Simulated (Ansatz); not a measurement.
## Br (solid)

Level of theory: DFT, HSE06, scalar-relativistic, no spin polarisation; plane waves to 420 eV with PAW datasets (Ansatz 0.2.0), 4×4×2 k-mesh, Gaussian smearing of 0.05 eV. The datasets are Ansatz's generated set soft_2.

Space group Cmce (No. 64). a = 7.451 Å, b = 4.398 Å, c = 8.855 Å, α = 90.00°, β = 90.00°, γ = 90.00°
```csv
atom,site,symmetry,x,y,z
Br,8f,m..,0.5000,0.6313,0.1127
```

The database's entry of this formula in the relaxed cell's space group, Cmce, has axes of 4.493 × 6.598 × 8.701 Å and 32.25 Å³/atom (1984), the relaxed one 4.398 × 7.451 × 8.855 Å and 36.27.

The pressure at this geometry is 0.3 GPa.

Question: Which orbitals make up the states within about 0.6 eV of each band edge?

Answer: Valence edge: Br 4p 99 %. Conduction edge: Br 4p 94 %. Shares are among the projected shells; the gap is 2.86 eV.

Density of states (tetrahedra, averaged over 0.4 eV; states/eV per cell of 4 atoms; energy in eV from the Fermi level):

```tsv
E (eV)	DOS
-6.45	2.3
-6.05	5.7
-5.65	1.8
-5.25	0.2
-4.85	1.5
-4.45	5.8
-4.05	7.7
-3.65	5.0
-3.25	0.0
-2.85	0.1
-2.45	3.3
-2.05	8.0
-1.65	8.7
-1.25	0.0
-0.85	0.0
-0.45	0.0
-0.05	0.0
0.35	0.0
0.75	0.0
1.15	0.0
1.55	1.1
1.95	5.9
2.35	3.0
2.75	0.0
3.15	0.0
3.55	0.0
3.95	0.0
4.35	0.0
4.75	0.0
5.15	0.0
5.55	0.0
5.95	0.2
```

Pressures of hybrids are less tightly converged. The structure is built of weakly bound molecules, and this functional has no dispersion term, so their spacing and all that hangs on it (volume, the soft elastic constants, low modes, dielectric constants) are poorly given.
